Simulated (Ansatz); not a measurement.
BeSe in space group P4_2/mmc (No. 131; Be on 2c, Se on 2e) under volume change, plane-wave PAW PBE (Ansatz code), shape and atoms relaxed at each volume.

| V (Å³/atom) | E − E(relaxed) (meV/atom) | P (GPa) |
|---|---|---|
| 17.392 | ? | ? |
| 17.965 | 13.1 | 3.80 |
| 18.539 | 3.1 | 1.79 |
| 19.112 | 0.0 | 0.00 |
| 19.685 | ? | ? |
| 20.259 | 10.7 | -2.85 |
| 20.832 | 23.0 | -3.99 |

Task: Some entries are withheld; supply them.

Result: 
- 17.392, E − E(relaxed) (meV/atom): 30.6
- 17.392, P (GPa): 6.02
- 19.685, E − E(relaxed) (meV/atom): 2.8
- 19.685, P (GPa): -1.54

Task: What does a third-order Birch–Murnaghan fit give for V₀, B₀ and B′?

Result: V₀ = 19.12 Å³/atom, B₀ = 54.3 GPa, B′ = 3.4.

The cell is a constructed one: a structure type filled with these elements; neither database checked (COD, Materials Project) lists it. COD files the formula under space group No. 216, so this cell is another polymorph or a model. Whether it is the stable phase at ambient conditions was not checked. Symmetry was held in the PBE relaxation; its stability against distortions is not shown here.

Potentials: the later of the program's two PAW sets.
